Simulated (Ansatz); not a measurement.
Below is a relaxed structure of Ca4YB4. The cell was found from a structure generator's guess, not taken from experiment.

All numbers below come from DFT PBE, scalar-relativistic, plane waves, PAW (Ansatz). Cutoff 420 eV, Γ-centred mesh, Gaussian smearing, no spin polarisation.

```
Ca Y B
1.0
     5.64504    0.00000    0.00000
    -2.82252    4.88875    0.00000
     0.00000    0.00000    7.59642
Ca Y B
4 1 4
Direct
  0.33333 0.66667 0.76958
  0.66667 0.33333 0.23042
  0.33333 0.66667 0.23042
  0.66667 0.33333 0.76958
  0.00000 0.00000 0.00000
  0.50000 0.00000 0.50000
  0.00000 0.50000 0.50000
  0.50000 0.50000 0.50000
  0.00000 0.00000 0.50000
```

Formation energies are uncorrected and refer to the elements' standard structures at the same level.

(1) Find its symmetry and describe it.

(2) What is its formation energy per atom?

(3) Is it a metal?

Answers

(1) P6/mmm (No. 191). Conventional cell: a = 5.645 Å, c = 7.596 Å. Around Ca lie 3 B at 2.62 Å, 3 Ca at 3.26 Å, 1 Ca at 3.50 Å and 3 Y at 3.70 Å; around Y lie 12 Ca at 3.70 Å and 2 B at 3.80 Å; B on a site of symmetry mmm has 4 Ca at 2.62 Å and 6 B at 2.82 Å; B on a site of symmetry 6/mmm is surrounded by 6 B at 2.82 Å and 2 Y at 3.80 Å.

(2) +1.38 eV/atom. It can't be a ground state, since the elements alone are lower.

(3) Yes, bands cross the Fermi level on the 12×12×6 mesh.

The last run used a 12×12×6 mesh (in the run's order of axes) for its 9-atom cell and Gaussian smearing of 0.10 eV. The cell is a metal run without spin; a magnetic state may lie lower. Symmetry constrained the relaxation, so the result can be a saddle point. Another cell of Ca4YB4 relaxed alike, in C2/m, lies 1.31 eV/atom lower, so this cell isn't the stable form at this level.
